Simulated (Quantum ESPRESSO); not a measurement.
# SiGeGaSN3: finding a planted mistake in a log

Computed values, not a measurement. The program is pw.x of Quantum ESPRESSO 7.5 (plane-wave density functional theory). The cell is made up: 7 atoms on a zincblende/diamond lattice with one site empty, with randomly drawn elements, strain and displacements, not relaxed. PseudoDojo standard norm-conserving files (v0.5 for PBE, v0.4.1 for LDA and PBEsol) set the functional; there is no spin polarisation, spin-orbit coupling or dispersion term, and the masses in the input are unused placeholders.

Intended input:

```
&control calculation='scf', pseudo_dir='./dojo.nc.sr.pbe.v0_5.standard.upf', outdir='./o', disk_io='medium', tprnfor=.true., tstress=.true. /
&system ibrav=0, nat=7, ntyp=5, nbnd=32, ecutwfc=84.00895049, nosym=.true., tot_charge=0,
 occupations='smearing', smearing='fd', degauss=0.0018374661
/
&electrons conv_thr=7.350e-09, electron_maxstep=60, /
ATOMIC_SPECIES
Ga 1.0 Ga.upf
Ge 1.0 Ge.upf
N 1.0 N.upf
S 1.0 S.upf
Si 1.0 Si.upf
CELL_PARAMETERS angstrom
4.6291 0.0125 -0.0028
0.0125 4.4994 -0.0138
-0.0028 -0.0138 4.5606
ATOMIC_POSITIONS angstrom
Si -0.0307 -0.0019 0.0406
Ge -0.0017 2.2593 2.3174
Ga 2.2389 2.2456 0.0113
S 1.1462 1.1863 1.1856
N 1.1713 3.4145 3.3964
N 3.4667 1.0457 3.3815
N 3.4946 3.3695 1.099
K_POINTS automatic
4 4 4 1 1 1
```

The log is shortened where brackets say so; the opening notice, blank lines, dates and the lines on written files are dropped, and the path of the files is cut. It prints rydbergs, bohrs and kilobars, and counts compression as positive stress. Where no state is partly filled, the Fermi energy that it prints is only some level between the filled and the empty states on the mesh, and need not lie in the true gap.

Log of the intended run:

```
     Program PWSCF v.7.5
     Parallel version (MPI & OpenMP), running on       1 processor cores
     Number of MPI processes:                 1
     Threads/MPI process:                     1
     [start-up lines left out]
     bravais-lattice index     =            0
     lattice parameter (alat)  =       8.7478  a.u.
     unit-cell volume          =     641.0063 (a.u.)^3
     number of atoms/cell      =            7
     number of atomic types    =            5
     number of electrons       =        52.00
     number of Kohn-Sham states=           32
     kinetic-energy cutoff     =      84.0090  Ry
     charge density cutoff     =     336.0358  Ry
     scf convergence threshold =      7.3E-09
     mixing beta               =       0.7000
     number of iterations used =            8  plain     mixing
     Exchange-correlation= PBE
                           (   1   4   3   4   0   0   0)
     [axes and pseudopotential details left out]
   Cartesian axes
     site n.     atom                  positions (alat units)
         1        Si     tau(   1) = (  -0.0066319  -0.0004104   0.0087706  )
         2        Ge     tau(   2) = (  -0.0003672   0.4880628   0.5006138  )
         3        Ga     tau(   3) = (   0.4836559   0.4851032   0.0024411  )
         4        S      tau(   4) = (   0.2476066   0.2562691   0.2561179  )
         5        N      tau(   5) = (   0.2530288   0.7376136   0.7337035  )
         6        N      tau(   6) = (   0.7488900   0.2258962   0.7304848  )
         7        N      tau(   7) = (   0.7549171   0.7278925   0.2374103  )
     number of k points=    32  Fermi-Dirac smearing, width (Ry)=  0.0018
                       cart. coord. in units 2pi/alat
        k(    1) = (   0.1247301   0.1286478   0.1273438), wk =   0.0625000
        k(    2) = (   0.1248815   0.1294257   0.3811022), wk =   0.0625000
     [further k points left out]
     Dense  grid:    66719 G-vectors     FFT dimensions: (  54,  50,  54)
     Estimated max dynamical RAM per process >      86.05 MB
     Initial potential from superposition of free atoms
     starting charge      51.9958, renormalised to      52.0000
     Starting wfcs are   38 randomized atomic wfcs
     total cpu time spent up to now is        9.1 secs
     per-process dynamical memory:    50.9 Mb
     Self-consistent Calculation
     iteration #  1     ecut=    84.01 Ry     beta= 0.70
     Davidson diagonalization with overlap
     ethr =  1.00E-02,  avg # of iterations =  3.0
     total cpu time spent up to now is       28.9 secs
     total energy              =    -423.20856590 Ry
     estimated scf accuracy    <       1.77515716 Ry
     iteration #  2     ecut=    84.01 Ry     beta= 0.70
     Davidson diagonalization with overlap
     ethr =  3.41E-03,  avg # of iterations =  4.3
     total cpu time spent up to now is       53.2 secs
     total energy              =    -423.12430144 Ry
     estimated scf accuracy    <       4.98591478 Ry
     [iterations 3 to 10 left out]
     iteration # 11     ecut=    84.01 Ry     beta= 0.70
     Davidson diagonalization with overlap
     ethr =  9.47E-10,  avg # of iterations =  2.3
     total cpu time spent up to now is      188.1 secs
     total energy              =    -424.10926878 Ry
     estimated scf accuracy    <       0.00000008 Ry
     iteration # 12     ecut=    84.01 Ry     beta= 0.70
     Davidson diagonalization with overlap
     ethr =  1.57E-10,  avg # of iterations =  2.8
     total cpu time spent up to now is      202.3 secs
     End of self-consistent calculation
     [lines on levels left out]
     the Fermi energy is     9.3213 ev
!    total energy              =    -424.10926880 Ry
     estimated scf accuracy    <          2.0E-09 Ry
     smearing contrib. (-TS)   =      -0.00000000 Ry
     internal energy E=F+TS    =    -424.10926880 Ry
     The total energy is F=E-TS. E is the sum of the following terms:
     one-electron contribution =    -186.02697686 Ry
     hartree contribution      =     129.94368538 Ry
     xc contribution           =    -113.35030531 Ry
     ewald contribution        =    -254.67567200 Ry
     convergence has been achieved in  12 iterations
     Forces acting on atoms (cartesian axes, Ry/au):
     atom    1 type  5   force =    -0.16161247   -0.15526954   -0.17083454
     atom    2 type  2   force =    -0.24203456    0.21425980    0.21473715
     atom    3 type  1   force =     0.23267925    0.19312723   -0.22410854
     atom    4 type  4   force =     0.09270020   -0.30239013    0.09016499
     atom    5 type  3   force =    -0.07666507    0.01776846    0.05330167
     atom    6 type  3   force =     0.07351476    0.00255333    0.06678807
     atom    7 type  3   force =     0.08141789    0.02995085   -0.03004879
     Total force =     0.712160     Total SCF correction =     0.000175
     Computing stress (Cartesian axis) and pressure
          total   stress  (Ry/bohr**3)                   (kbar)     P=       54.13
   0.00045025   0.00029939  -0.00094222           66.23       44.04     -138.60
   0.00029939   0.00028813   0.00053655           44.04       42.39       78.93
  -0.00094222   0.00053655   0.00036550         -138.60       78.93       53.77
     init_run     :      8.36s CPU      8.91s WALL (       1 calls)
     electrons    :    179.97s CPU    193.23s WALL (       1 calls)
     forces       :      2.64s CPU      2.73s WALL (       1 calls)
     stress       :      7.02s CPU      7.60s WALL (       1 calls)
     [timing details left out]
     PWSCF        :   3m18.19s CPU   3m32.79s WALL
     JOB DONE.
```

A second run was made from an input with one planted mistake. Its log:

```
     Program PWSCF v.7.5
     Parallel version (MPI & OpenMP), running on       1 processor cores
     Number of MPI processes:                 1
     Threads/MPI process:                     1
     [start-up lines left out]
     bravais-lattice index     =            0
     lattice parameter (alat)  =       8.7478  a.u.
     unit-cell volume          =     641.0063 (a.u.)^3
     number of atoms/cell      =            7
     number of atomic types    =            5
     number of electrons       =        52.00
     number of Kohn-Sham states=           32
     kinetic-energy cutoff     =      84.0090  Ry
     charge density cutoff     =     336.0358  Ry
     scf convergence threshold =      2.2E-02
     mixing beta               =       0.7000
     number of iterations used =            8  plain     mixing
     Exchange-correlation= PBE
                           (   1   4   3   4   0   0   0)
     [axes and pseudopotential details left out]
   Cartesian axes
     site n.     atom                  positions (alat units)
         1        Si     tau(   1) = (  -0.0066319  -0.0004104   0.0087706  )
         2        Ge     tau(   2) = (  -0.0003672   0.4880628   0.5006138  )
         3        Ga     tau(   3) = (   0.4836559   0.4851032   0.0024411  )
         4        S      tau(   4) = (   0.2476066   0.2562691   0.2561179  )
         5        N      tau(   5) = (   0.2530288   0.7376136   0.7337035  )
         6        N      tau(   6) = (   0.7488900   0.2258962   0.7304848  )
         7        N      tau(   7) = (   0.7549171   0.7278925   0.2374103  )
     number of k points=    32  Fermi-Dirac smearing, width (Ry)=  0.0018
                       cart. coord. in units 2pi/alat
        k(    1) = (   0.1247301   0.1286478   0.1273438), wk =   0.0625000
        k(    2) = (   0.1248815   0.1294257   0.3811022), wk =   0.0625000
     [further k points left out]
     Dense  grid:    66719 G-vectors     FFT dimensions: (  54,  50,  54)
     Estimated max dynamical RAM per process >      86.05 MB
     Initial potential from superposition of free atoms
     starting charge      51.9958, renormalised to      52.0000
     Starting wfcs are   38 randomized atomic wfcs
     total cpu time spent up to now is        5.3 secs
     per-process dynamical memory:    55.7 Mb
     Self-consistent Calculation
     iteration #  1     ecut=    84.01 Ry     beta= 0.70
     Davidson diagonalization with overlap
     ethr =  1.00E-02,  avg # of iterations =  3.0
     total cpu time spent up to now is       18.6 secs
     total energy              =    -423.20856590 Ry
     estimated scf accuracy    <       1.77515716 Ry
     iteration #  2     ecut=    84.01 Ry     beta= 0.70
     Davidson diagonalization with overlap
     ethr =  3.41E-03,  avg # of iterations =  4.3
     total cpu time spent up to now is       31.0 secs
     total energy              =    -423.12430144 Ry
     estimated scf accuracy    <       4.98591478 Ry
     iteration #  3     ecut=    84.01 Ry     beta= 0.70
     Davidson diagonalization with overlap
     ethr =  3.41E-03,  avg # of iterations =  3.0
     total cpu time spent up to now is       41.5 secs
     total energy              =    -424.08572674 Ry
     estimated scf accuracy    <       0.08561393 Ry
     iteration #  4     ecut=    84.01 Ry     beta= 0.70
     Davidson diagonalization with overlap
     ethr =  1.65E-04,  avg # of iterations =  4.6
     total cpu time spent up to now is       53.3 secs
     total energy              =    -424.10502400 Ry
     estimated scf accuracy    <       0.03043527 Ry
     iteration #  5     ecut=    84.01 Ry     beta= 0.70
     Davidson diagonalization with overlap
     ethr =  5.85E-05,  avg # of iterations =  2.6
     total cpu time spent up to now is       69.5 secs
     End of self-consistent calculation
     [lines on levels left out]
     the Fermi energy is     9.4636 ev
!    total energy              =    -424.09913711 Ry
     estimated scf accuracy    <       0.01556148 Ry
     smearing contrib. (-TS)   =      -0.00000000 Ry
     internal energy E=F+TS    =    -424.09913711 Ry
     The total energy is F=E-TS. E is the sum of the following terms:
     one-electron contribution =    -186.00234855 Ry
     hartree contribution      =     129.96141378 Ry
     xc contribution           =    -113.38253035 Ry
     ewald contribution        =    -254.67567200 Ry
     convergence has been achieved in   5 iterations
     Forces acting on atoms (cartesian axes, Ry/au):
     atom    1 type  5   force =    -0.16404771   -0.15975948   -0.17173254
     atom    2 type  2   force =    -0.23923282    0.21933042    0.21856614
     atom    3 type  1   force =     0.22914325    0.19729943   -0.22908496
     atom    4 type  4   force =     0.08994088   -0.30650434    0.09176849
     atom    5 type  3   force =    -0.07483048    0.01832638    0.04872236
     atom    6 type  3   force =     0.07838612    0.00792832    0.07460869
     atom    7 type  3   force =     0.08064077    0.02337927   -0.03284819
     Total force =     0.719456     Total SCF correction =     0.319935
     SCF correction compared to forces is large: reduce conv_thr to get better values
     Computing stress (Cartesian axis) and pressure
          total   stress  (Ry/bohr**3)                   (kbar)     P=       62.50
   0.00046354   0.00028709  -0.00087822           68.19       42.23     -129.19
   0.00028709   0.00037000   0.00062135           42.23       54.43       91.40
  -0.00087822   0.00062135   0.00044100         -129.19       91.40       64.87
     init_run     :      4.80s CPU      5.15s WALL (       1 calls)
     electrons    :     58.44s CPU     64.23s WALL (       1 calls)
     forces       :      3.42s CPU      3.51s WALL (       1 calls)
     stress       :     13.13s CPU     13.26s WALL (       1 calls)
     [timing details left out]
     PWSCF        :   1m20.02s CPU   1m26.56s WALL
     JOB DONE.
```

Question: what was wrong in the second input?

Answer: the self-consistency threshold is too loose. The input lines that differ, file-writing options aside:

```
- &electrons conv_thr=7.350e-09, electron_maxstep=60, /
+ &electrons conv_thr=2.205e-02, electron_maxstep=60, /
```

```
                                            intended run  run with the mistake
                          free energy (eV)     -5770.301             -5770.163
                    smearing term -TS (eV)        0.0000                0.0000
                            pressure (GPa)          5.41                  6.25
            largest force component (eV/Å)         7.775                 7.881
largest change of a force component (eV/Å)                               0.201
                                iterations            12                     5
```

For scale, a rerun of the intended cell at 1437 eV and a 6 x 6 x 6 mesh moved values by no more than 0.004 eV in energy, 0.02 GPa in stress and 0.003 eV/Å in force.